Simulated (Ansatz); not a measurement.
# Ta (bcc): a workflow

Method: PBE, scalar-relativistic; no spin polarisation; PAW, 420 eV, 18×18×18 k-mesh, Gaussian smearing of 0.05 eV; code Ansatz. The datasets are Ansatz's generated set soft_2.

The start:

```yaml
crystal:
  lattice:
    - [-1.65500, 1.65500, 1.65500]
    - [1.65500, -1.65500, 1.65500]
    - [1.65500, 1.65500, -1.65500]
  atoms:
    - { symbol: Ta, position: [0.00000, 0.00000, 0.00000] }
```

The runs in order:

```
run  level    k-mesh        kind  V (Å³/atom)  P (GPa)  E − E(final) (meV/atom)  gap on the mesh (eV)
  1    PBE  18×18×18  fixed cell        18.13      1.6                      0.8                 metal
  2    PBE  18×18×18  fixed cell        18.33     -0.5                      0.1                 metal
  3    PBE  18×18×18  fixed cell        18.28      0.0                      0.0                 metal
```

The cell is relaxed to zero pressure at this level.

The final structure (symmetry read at 0.01 Å). The structure is cubic, space group Im-3m (No. 229). The conventional cell has a = 3.319 Å, b = 3.319 Å, c = 3.319 Å, α = 90.00°, β = 90.00°, γ = 90.00°. Around Ta (site symmetry m-3m) lie 8 Ta at 2.87 Å. (Neighbours are counted to 15 % beyond the shortest distance.)

```json
{"atom": "Ta", "site": "2a", "symmetry": "m-3m", "x": "0.0000", "y": "0.0000", "z": "0.0000"}
```

At the final geometry the gap, band path included, is zero (metallic). 

**Why it comes out so.**

The calculation's cell holds 13 valence electrons, an odd number. Without magnetic order each band takes two, so one stays part-filled and the crystal must be a metal. (Only strong correlation, outside this picture, could make a Mott insulator of it.)

These numbers lack spin–orbit coupling.
